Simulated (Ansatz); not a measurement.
Input file for Ansatz (a first-principles code):

Ansatz 0.2 input:
```yaml
crystal:
  lattice:
    - [1.904516608, 1.0995731763, 18.6905942057]
    - [-1.904516608, 1.0995731763, 18.6905942057]
    - [0.0, -2.1991463526, 18.6905942057]
  atoms:
    - { symbol: Zn, position: [0.5555930331, 0.5555930331, 0.5555930332] }
    - { symbol: Zn, position: [0.1666747932, 0.1666747932, 0.1666747932] }
    - { symbol: Zn, position: [0.3890191167, 0.3890191167, 0.3890191167] }
    - { symbol: Zn, position: [0.2778505087, 0.2778505087, 0.2778505087] }
    - { symbol: Zn, position: [0.0000901572, 0.0000901572, 0.0000901572] }
    - { symbol: Zn, position: [0.7778427686, 0.7778427686, 0.7778427686] }
    - { symbol: S, position: [0.5972825333, 0.5972825333, 0.5972825333] }
    - { symbol: S, position: [0.0417801748, 0.0417801748, 0.0417801748] }
    - { symbol: S, position: [0.430627355, 0.430627355, 0.430627355] }
    - { symbol: S, position: [0.2082903148, 0.2082903148, 0.2082903148] }
    - { symbol: S, position: [0.3194547467, 0.3194547467, 0.3194547467] }
    - { symbol: S, position: [0.8194624978, 0.8194624978, 0.8194624978] }
kpoints:
  mp_grid: { grid: [8, 8, 8] }
hamiltonian:
  xc: r2scan
  pseudopotentials: { kind: paw }
scf:
  occupations: { method: fixed }
checkpoint: { read: static.run }
output: { write_density: true, elf: true, volumetric_format: npy }
```

Output (shortened):

```
WARN checkpoint.read: basis.fft_grid_basis: the saved state records [[1, 0, -1], [0, 1, -1], [0, 0, 1]] …
Pseudopotentials: kind: paw
Pseudopotential: Zn, paw, valence charge 12
Pseudopotential: S, paw, valence charge 6
Functional definition: r2SCAN
Crystal: 12 atoms, lattice volume = 234.846 Å³
Basis set: ecut = 500 eV, 5883 PW (Γ), FFT grids on a1−a3, a2−a3, a3, exchange–correlation on 120×120×576 points (64 copies of the dense FFT grid, shifted against one another)
Bands: 66, of which v1, the nominal top of the filled ones, is band 54 counted from 1 (53 counted from 0)
Symmetry: 6 space group operations
Space group: R3m (ITA 160), of the structure as read, at distance tolerance 6.2e-5 Å
k-points: 65 of 512 (time reversal used)
PAW frozen core: Zn, regenerated for the run's functional
PAW frozen core: S, regenerated for the run's functional
Initial density: read from a saved state, or passed on in memory by an earlier SCF of this step, an earlier step, the calling program or the single point that …
Stability of the state it starts from, as read at its close in the unpolarized treatment …
Initial wavefunctions: pseudopotential atomic-orbital guess
Eigensolver: davidson
Functional: x = r2scan, c = r2scan; τ floored in thin density (d = 2e-4 eV/Å³)
iter 1 solved again at ethr=1.40e-7 eV; its pass at ethr=3.10e-3 eV (dr2=1.51e-4 eV) is discarded
SCF iter   1: F=—  HF=-25400.693073 eV  |F-HF|=—  |Δ(HF+E_count)|=         —  Δρ=2.06e-6  dr2=4.77e-9  dr2_τ=9.81e-11  ethr=1.40e-7  ⟨swp⟩=3.1  Hψ=25875  notcnv=0  defer=643
all-band conjugate gradients solve this SCF's bands
preconditioner: auto → Resta (q_TF=auto, 2.397 Å⁻¹)
SCF iter   2: F=—  HF=-25400.692941 eV  |F-HF|=—  |Δ(HF+E_count)|=   1.31e-4  Δρ=1.78e-6  dr2=3.47e-9  dr2_τ=1.29e-10  ethr=4.41e-12  ⟨swp⟩=15.3  Hψ=24440  notcnv=0
SCF iter   3: F=-25400.692941 eV  HF=-25400.692941 eV  |F-HF|=6.00e-10  |Δ(HF+E_count)|=   1.60e-9  Δρ=7.80e-7  dr2=6.68e-10  dr2_τ=2.58e-11  ethr=3.21e-12  ⟨swp⟩=1.5  Hψ=10555  notcnv=0
SCF 1 converged in 3 iterations: F = -25400.692941 eV  dr2 = 6.68e-10
SCF converged after 3 iterations
Free energy (F): -25400.692941 eV
Harris-Foulkes:  -25400.692941 eV  (|F-HF|=6.00e-10)
Internal energy: -25400.692941 eV  (E = F + TS)
E sigma→0 (E₀):  -25400.692941 eV
Fermi energy:    5.620020 eV
--- Per-component energies (eV) ---
  E_band       = -6.964959
  E_kinetic    = 1425.401669
  E_local      = -12254.458423  (includes V_loc(G=0)·N_el)
  E_nonlocal   = 3879.666341
  E_hartree    = 5141.972486
  E_xc         = -1294.792779
  E_vxc        = -889.449571  (∫ρ·V_xc dr)
  E_paw        = -14759.488715  (= ΣΔE_a)
  E_vpaw       = -2496.076149  (= ΣTr[D̂ρ^β])
  E_aug_tail   = -0.000384  (compensation charges beyond the density's cutoff)
  E_vtau       = 44.003628  (kinetic-family band-sum trace: ∫τ·v_τ [+ j·A + Jᵃ·Aᵃ] dr)
  E_ewald      = -7537.238824
  E_core_change = -1.754313  (= ΣΔE_core)
  E_smearing   =  0.000000  (= −TS)
  E_closure    =  0.000000  (closes the sum)
  Σ components = -25400.692941   (vs F -25400.692941, Δ=0.00e0)
  [band-id]    e_kinetic+e_local+e_nonlocal+2·e_hartree+e_vxc+e_vpaw+e_augmentation_tail+e_vtau = -6.967918   (vs E_band -6.964959, Δ=-2.96e-3)
--- Band table (eV; the first three rows and the last of 65) ---
  k-point 0: bands = ["-8.1239", "-7.9150", "-7.9107", "-7.4381", "-7.4330", "-7.1601", "-0.9169", "-0.9096", "-0.9096", "-0.9053", "-0.9011", "-0.8793", "-0.8793", "-0.8712", "-0.8712", "-0.8206", "-0.8206", "-0.8144", "-0.8144", "-0.7924", "-0.7924", "-0.7441", "-0.7396", "-0.3807", "-0.3807", "-0.3757", "-0.3757", "-0.3700", "-0.3700", "-0.3559", "-0.3559", "-0.3392", "-0.3392", "-0.3281", "-0.3281", "-0.1626", "0.1603", "1.6373", "1.6433", "3.9206", "3.9309", "4.7114", "4.7114", "4.9163", "4.9163", "4.9191", "4.9191", "5.3651", "5.3651", "5.3709", "5.3709", "5.5909", "5.6200", "5.6200", "8.3476", "9.3562", "9.4099", "9.4698", "9.5373", "9.6442", "12.4196", "12.4395", "12.4395", "12.4524", "12.5351", "12.6628"]
  k-point 1: bands = ["-8.0151", "-7.8292", "-7.7963", "-7.3788", "-7.3399", "-7.1008", "-0.9287", "-0.9149", "-0.9042", "-0.8897", "-0.8871", "-0.8576", "-0.8518", "-0.8440", "-0.8436", "-0.8209", "-0.8126", "-0.7941", "-0.7875", "-0.7819", "-0.7602", "-0.7321", "-0.7042", "-0.3978", "-0.3901", "-0.3868", "-0.3835", "-0.3827", "-0.3692", "-0.3635", "-0.3517", "-0.3395", "-0.3341", "-0.3283", "-0.3230", "-0.1299", "0.3301", "1.6121", "1.7723", "3.6271", "3.7313", "3.9663", "4.2059", "4.2883", "4.4703", "4.6073", "4.7092", "4.7906", "4.8783", "4.9404", "5.0929", "5.3000", "5.4513", "5.4732", "9.1084", "9.9262", "10.0327", "10.0805", "10.1959", "10.3296", "11.6859", "11.8465", "12.1642", "12.3561", "12.6326", "12.7299"]
  k-point 2: bands = ["-7.7230", "-7.5805", "-7.5180", "-7.2067", "-7.1352", "-6.9633", "-0.9451", "-0.9160", "-0.8867", "-0.8366", "-0.8364", "-0.8268", "-0.8102", "-0.8071", "-0.7961", "-0.7783", "-0.7598", "-0.7522", "-0.7318", "-0.7001", "-0.6792", "-0.6618", "-0.6315", "-0.4226", "-0.4104", "-0.3882", "-0.3843", "-0.3776", "-0.3722", "-0.3524", "-0.3457", "-0.3198", "-0.3193", "-0.3116", "-0.2947", "-0.0851", "0.7135", "1.5463", "1.7075", "2.5418", "2.6307", "2.8193", "3.2006", "3.3392", "3.4318", "3.9715", "4.0617", "4.3194", "4.4060", "4.6031", "4.6047", "4.9995", "5.0709", "5.1153", "9.7721", "10.0334", "10.2779", "10.4462", "10.5242", "10.8515", "11.1048", "11.5205", "11.8409", "12.4982", "12.7230", "13.0058"]
  k-point 64: bands = ["-8.0721", "-8.0655", "-7.6883", "-7.6810", "-7.2404", "-7.2335", "-0.9182", "-0.9077", "-0.9067", "-0.9067", "-0.8916", "-0.8916", "-0.8694", "-0.8566", "-0.8538", "-0.8538", "-0.8374", "-0.8374", "-0.8017", "-0.8017", "-0.7965", "-0.7965", "-0.4898", "-0.4862", "-0.3813", "-0.3813", "-0.3747", "-0.3747", "-0.3700", "-0.3700", "-0.3574", "-0.3574", "-0.3362", "-0.3362", "-0.3299", "-0.3299", "0.7195", "0.7249", "2.7330", "2.7473", "4.7640", "4.7640", "4.7674", "4.7674", "5.0236", "5.0397", "5.1313", "5.1313", "5.1397", "5.1397", "5.5469", "5.5469", "5.5536", "5.5536", "8.7766", "8.8238", "9.3841", "9.4476", "9.6019", "9.7614", "12.4024", "12.4524", "12.5107", "12.5107", "12.5519", "12.5519"]
  band table: 66 of 66 bands, residual norms ≤ 1.0e-3 eV
```

Cost: about 2.4 core-minutes (a rough figure) on shared cores.

The workflow started from a Materials Project entry (that database holds measured and hypothetical structures alike); the Crystallography Open Database files this formula in space group No. 160, but the cells were not matched. It is not the phase usual at ambient conditions (space group No. 186, 216). The cell was relaxed with r²SCAN under the symmetry of its start; its stability against distortions is not shown here.

Potentials: the later of the program's two PAW sets.

Ansatz is a plane-wave DFT program.
